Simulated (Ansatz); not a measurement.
An ordered 8-atom cell of Ga2AsN on the zincblende lattice (I-42d) at its r2SCAN geometry, run in the PAW code Ansatz at 4 levels of theory. These are computed values for a non-magnetic cell that may be hypothetical; none is a measurement.

The PBE+SOC input:
```yaml
crystal:
  lattice:
    - [-2.5492978103, 2.5492978103, 4.9771902768]
    - [2.5492978103, -2.5492978103, 4.9771902768]
    - [2.5492978103, 2.5492978103, -4.9771902768]
  atoms:
    - { symbol: "N", position: [0.0, 0.0, 0.0] }
    - { symbol: Ga, position: [0.625, 0.6953534341, 0.5703534341] }
    - { symbol: "N", position: [0.25, 0.75, 0.5] }
    - { symbol: Ga, position: [0.9453534341, 0.375, 0.0703534341] }
    - { symbol: As, position: [0.5, 0.5, 0.0] }
    - { symbol: Ga, position: [0.125, 0.0546465659, 0.4296465659] }
    - { symbol: As, position: [0.75, 0.25, 0.5] }
    - { symbol: Ga, position: [0.3046465659, 0.875, -0.0703534341] }
kpoints:
  mp_grid: { grid: [8, 8, 8] }
  band_path:
    path:
      - [0.0, 0.0, 0.0]
      - [0.0, 0.0, 0.5]
      - [0.25, 0.25, 0.25]
      - [0.0, 0.5, 0.0]
      - [0.5, 0.5, -0.5]
      - [0.3155862298, 0.6844137702, -0.3155862298]
      - [-0.3155862298, 0.3155862298, 0.3155862298]
      - [-0.1311724596, 0.1311724596, 0.5]
      - [0.5, 0.5, -0.1311724596]
    npoints: 1
hamiltonian:
  xc: pbe
scf:
  occupations: { method: fermi_dirac, width: 0.02 }
  n_extra_bands: 12
magnetization:
  noncollinear: true
  spin_orbit: true
output:
  forces: true
  stress: true
  eigenvalues: true
  write_density: true
  write_potential: true
  elf: true
  volumetric_format: npy
```

Main results, then, where recorded, the levels near the gap in eV from the Fermi energy (columns number the bands from 0), one row a point of the path (Γ, X, P, N, M, S, S₀, R, G):
```
Crystal: 8 atoms, lattice volume = 129.385 Å³
Symmetry: 8 space group operations + 8 with time reversal
Magnetic group: BNS 122.334 (UNI 994)
```
```
Basis set: ecut = 420 eV, 2529 PW (Γ)
Bands: 104, of which v1, the nominal top of the filled ones, is band 92 counted from 1 (91 counted from 0)
k-points: 59 of 512 (time reversal used)
Free energy (F): -25614.613141 eV
Fermi energy:    9.720354 eV
--- Forces (eV/Å), atoms counted from 1 ---
  atom   1  N       0.00000      0.00000      0.00000
  atom   2  Ga      0.06631      0.00000      0.00000
  atom   3  N       0.00000      0.00000      0.00000
  atom   4  Ga      0.00000      0.06631      0.00000
  atom   5  As      0.00000      0.00000      0.00000
  atom   6  Ga    -0.06631      0.00000      0.00000
  atom   7  As      0.00000      0.00000      0.00000
  atom   8  Ga      0.00000    -0.06631      0.00000
--- Stress (GPa, compression-positive) ---
        4.082132       0.000000       0.000000
        0.000000       4.082132       0.000000
        0.000000       0.000000       3.640531
  P = ⅓ Tr σ = 3.9349 GPa (39.349 kbar)
```

PBE+SOC gives a direct gap of 0.60 eV at Γ.

**Question.** In the first input these blocks are replaced (the band path and keys that only write files left aside):
```yaml
hamiltonian:
  xc: r2scan
scf:
  occupations: { method: fixed }
  n_extra_bands: 6
```
(magnetization left out)
What comes out?

**Answer.**
```
Basis set: ecut = 500 eV, 3315 PW (Γ)
Bands: 52, of which v1, the nominal top of the filled ones, is band 46 counted from 1 (45 counted from 0)
k-points: 59 of 512 (time reversal used)
Free energy (F): -25662.663211 eV
Fermi energy:    9.188785 eV
--- Forces (eV/Å), atoms counted from 1 ---
  atom   1  N       0.00000      0.00000      0.00000
  atom   2  Ga      0.00100      0.00000      0.00000
  atom   3  N       0.00000      0.00000      0.00000
  atom   4  Ga      0.00000      0.00100      0.00000
  atom   5  As      0.00000      0.00000      0.00000
  atom   6  Ga    -0.00100      0.00000      0.00000
  atom   7  As      0.00000      0.00000      0.00000
  atom   8  Ga      0.00000    -0.00100      0.00000
--- Stress (GPa, compression-positive) ---
       -0.000604       0.000000       0.000000
        0.000000      -0.000604       0.000000
        0.000000       0.000000      -0.000356
  P = ⅓ Tr σ = -0.0005 GPa (-0.005 kbar)
```
```tsv
band_43	band_44	band_45	band_46	band_47	band_48
-0.337	-0.337	0.000	1.004	1.994	2.950
-1.316	-0.354	-0.354	2.222	2.222	4.815
-1.177	-1.030	-1.030	2.965	2.965	4.426
-1.779	-1.550	-0.239	3.486	3.662	4.364
-1.922	-1.016	-1.016	2.028	2.028	3.615
-1.718	-0.981	-0.534	2.658	3.635	4.050
-1.718	-0.981	-0.534	2.658	3.635	4.050
-1.341	-0.714	-0.714	2.572	2.572	4.867
-1.341	-0.714	-0.714	2.572	2.572	4.867
```
With r2SCAN the gap is 1.00 eV and direct, at Γ. The mean stress is close to zero (0.00 GPa).

**Question.** In the first input these blocks are replaced (the band path and keys that only write files left aside):
```yaml
kpoints:
  mp_grid: { grid: [4, 4, 4] }
hamiltonian:
  xc: hse06
scf:
  occupations: { method: fixed }
  n_extra_bands: 6
```
(magnetization left out)
What comes out?

**Answer.**
```
Basis set: ecut = 420 eV, 2529 PW (Γ)
Bands: 52, of which v1, the nominal top of the filled ones, is band 46 counted from 1 (45 counted from 0)
k-points: 13 of 64 (time reversal used)
Exchange kernel: α = 0.2500, screened, ω = 0.2079 Å⁻¹, Wigner–Seitz truncation, v(0) = 1045.9524 eV·Å³, q-mesh 4×4×4
hybrid outer 1: dexx = +4.518e-2 eV, tail = 2.09e-4 eV
hybrid outer 2: dexx = +5.144e-6 eV, tail = 1.09e-7 eV, Δε = 3.17e-3 eV, ΔF = 4.29e-3 eV/Å
hybrid outer 3: dexx = +2.261e-9 eV, tail = 1.62e-9 eV, Δε = 8.70e-5 eV, ΔF = 6.94e-5 eV/Å
Free energy (F): -25618.354104 eV
Fermi energy:    8.890765 eV
--- Forces (eV/Å), atoms counted from 1 ---
  atom   1  N       0.00000      0.00000      0.00000
  atom   2  Ga      0.09087      0.00000      0.00000
  atom   3  N       0.00000      0.00000      0.00000
  atom   4  Ga      0.00000      0.09087      0.00000
  atom   5  As      0.00000      0.00000      0.00000
  atom   6  Ga    -0.09087      0.00000      0.00000
  atom   7  As      0.00000      0.00000      0.00000
  atom   8  Ga      0.00000    -0.09087      0.00000
--- Stress (GPa, compression-positive) ---
        0.312038       0.000000       0.000000
        0.000000       0.312038       0.000000
        0.000000       0.000000      -0.134987
  P = ⅓ Tr σ = 0.1630 GPa (1.630 kbar)
```
```tsv
band_43	band_44	band_45	band_46	band_47	band_48
-0.357	-0.357	0.000	1.532	2.368	3.493
-1.380	-0.295	-0.295	2.760	2.760	5.429
-1.212	-0.997	-0.997	3.528	3.528	5.040
-1.817	-1.569	-0.189	4.035	4.244	4.932
-2.035	-0.972	-0.972	2.442	2.442	4.085
-1.731	-1.004	-0.498	3.137	4.224	4.623
-1.731	-1.004	-0.498	3.137	4.224	4.623
-1.400	-0.672	-0.672	3.123	3.123	5.457
-1.400	-0.672	-0.672	3.123	3.123	5.457
```
HSE06 gives a direct gap of 1.53 eV at Γ. The mean stress, +0.2 GPa, is small, and the program warns that its thresholds are loose for a hybrid's stress.

**Question.** In the first input these blocks are replaced (the band path and keys that only write files left aside):
```yaml
kpoints:
  mp_grid: { grid: [4, 4, 4] }
hamiltonian:
  xc: pbe0
scf:
  occupations: { method: fixed }
  n_extra_bands: 6
```
(magnetization left out)
What comes out?

**Answer.**
```
Basis set: ecut = 420 eV, 2529 PW (Γ)
Bands: 52, of which v1, the nominal top of the filled ones, is band 46 counted from 1 (45 counted from 0)
k-points: 13 of 64 (time reversal used)
hybrid outer 1: dexx = +6.074e-2 eV, tail = 2.60e-4 eV
hybrid outer 2: dexx = +8.188e-6 eV, tail = 1.63e-7 eV, Δε = 3.69e-3 eV, ΔF = 4.18e-3 eV/Å
hybrid outer 3: dexx = +3.293e-9 eV, tail = 2.60e-9 eV, Δε = 8.76e-5 eV, ΔF = 6.89e-5 eV/Å
Free energy (F): -25618.556132 eV
Fermi energy:    8.543301 eV
--- Forces (eV/Å), atoms counted from 1 ---
  atom   1  N       0.00000      0.00000      0.00000
  atom   2  Ga      0.07567      0.00000      0.00000
  atom   3  N       0.00000      0.00000      0.00000
  atom   4  Ga      0.00000      0.07567      0.00000
  atom   5  As      0.00000      0.00000      0.00000
  atom   6  Ga    -0.07567      0.00000      0.00000
  atom   7  As      0.00000      0.00000      0.00000
  atom   8  Ga      0.00000    -0.07567      0.00000
--- Stress (GPa, compression-positive) ---
        0.101609       0.000000       0.000000
        0.000000       0.101609       0.000000
        0.000000       0.000000      -0.318607
  P = ⅓ Tr σ = -0.0385 GPa (-0.385 kbar)
```
```tsv
band_43	band_44	band_45	band_46	band_47	band_48
-0.356	-0.356	0.000	2.157	3.044	4.189
-1.397	-0.296	-0.296	3.428	3.428	6.129
-1.227	-1.010	-1.010	4.210	4.210	5.733
-1.850	-1.596	-0.195	4.733	4.946	5.636
-2.066	-0.976	-0.976	3.120	3.120	4.773
-1.754	-1.019	-0.508	3.813	4.936	5.320
-1.754	-1.019	-0.508	3.813	4.936	5.320
-1.415	-0.678	-0.678	3.789	3.789	6.169
-1.415	-0.678	-0.678	3.789	3.789	6.169
```
PBE0 gives a direct gap of 2.16 eV at Γ. The mean stress, 0.0 GPa, is small, and the program warns that its thresholds are loose for a hybrid's stress.

Small level splittings and stresses of the hybrids carry the error of their coarser meshes.

Totals of different functionals, or with and without spin-orbit coupling, can't be compared.

Only the levels marked +SOC include spin-orbit coupling.
